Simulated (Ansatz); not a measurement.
**ZrPbO3 (Pm-3m), stationary points along a deformation path**

Theory: DFT PBEsol, scalar-relativistic, plane waves, PAW (Ansatz). Settings: plane waves to 420 eV, k-mesh 8×8×8 (Γ-centred), Gaussian smearing 0.05 eV. Spin–orbit coupling is left out, which matters for the heavy elements here. No spin polarisation. Energies are free energies at this smearing, counted from the undisturbed cell; pressure is positive in compression.

Reference structure (as given, not relaxed at this level; it stands at -7.4 GPa, and it needn't be the usual structure):

```
Zr Pb O
1.0
     4.20893    0.00000    0.00000
     0.00000    4.20893    0.00000
     0.00000    0.00000    4.20893
Zr Pb O
1 1 3
Cartesian
  0.0000 0.0000 0.0000
  2.1045 2.1045 2.1045
  2.1045 0.0000 0.0000
  0.0000 0.0000 2.1045
  0.0000 2.1045 0.0000
```

At fixed volume and fractional coordinates, lengths along (0.577, 0.577, 0.577) are scaled against those across it; ρ is that ratio over its starting value. V = 14.912 Å³/atom. Δσ is the stress along the axis less the mean stress across it (compression positive).

| ρ | ΔE (meV/atom) | Δσ (GPa) | space group |
| --- | --- | --- | --- |
| 0.500 | 2195.4 | 138.87 | R-3m |
| 0.600 | 1050.7 | 71.77 | R-3m |
| 0.710 | 463.1 | 43.82 | R-3m |
| 0.850 | 103.3 | 20.63 | R-3m |
| 0.930 | 20.4 | 9.10 | R-3m |
| 1.000 | 0.0 | 0.00 | Pm-3m |
| 1.080 | 22.5 | -9.42 | R-3m |
| 1.200 | 126.0 | -22.26 | R-3m |
| 1.410 | 452.8 | -43.56 | R-3m |
| 1.700 | 1067.3 | -58.15 | R-3m |
| 2.000 | 1664.5 | -58.38 | R-3m |

Q: How does the stress give the slope of the energy, and where is the energy stationary?

A: Along the path d ln(length) is 2/3 d ln ρ on the axis and −1/3 d ln ρ across it, so dE/d ln ρ = −(2/3) V Δσ: the energy falls with ρ where Δσ is positive. Δσ vanishes or changes sign at ρ = 1.000 (Pm-3m), a minimum at 0.0 meV/atom. Pairs of stationary points between two samples would go unseen, and could change a minimum read from distant neighbours into a maximum. At ρ = 1.000 the cell is cubic, where symmetry alone makes the stress isotropic and the slope zero.

Q: Which shear constant sets the curvature at ρ = 1?

A: For a cubic crystal E/V = (2/3) C (ln ρ)² with C = C44, so Δσ = −2C ln ρ. The parabola of Δσ against ln ρ through ρ = 0.930, 1 and 1.080 gives C ≈ 62 GPa with the ions clamped, rough because the steps are large. It is the stress–strain coefficient at this cell's pressure of -7.4 GPa, not the zero-pressure constant.

The gap closes along the scan, which can put kinks into the curve.

Symmetry holds off the tilts and polar distortions that many cubic perovskites undergo.